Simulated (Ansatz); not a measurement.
# MnZn: zone-centre modes under pressure

MnZn, Pm-3m, a = 2.893 Å. The structure is a COD entry; whether it is the stable form wasn't checked. Ansatz: LDA, PAW, 420 eV, Γ-centred 14×14×14 mesh on 2 atoms, Gaussian smearing 0.20 eV; collinear spin, largest moment 2.6 μB. Cell and atoms are relaxed at each pressure with the symmetry kept; optical modes at Γ by linear response, in cm⁻¹, the highest.

| P (GPa) | V (Å³/atom) | ω1 |
| --- | --- | --- |
| 0 | 12.104 | 263.1 |
| 5 | 11.755 | ? |
| 15 | 11.177 | 304.8 |

Q: Get the mode's Grüneisen parameter γ = −d ln ω/d ln V from the other rows and predict the missing frequency.

A: ln(V/V0) = 0.0000, -0.0293, -0.0797; a line through ln(ω/ω0) of the 2 known rows gives ω1: γ = 1.846, predicted 277.7, computed 278.0. The miss is 0.1 %, or 2 % of the shift under pressure, so a constant γ serves at that level. In a metal these frequencies hang on the mesh and smearing.

Only parallel moments were tried here.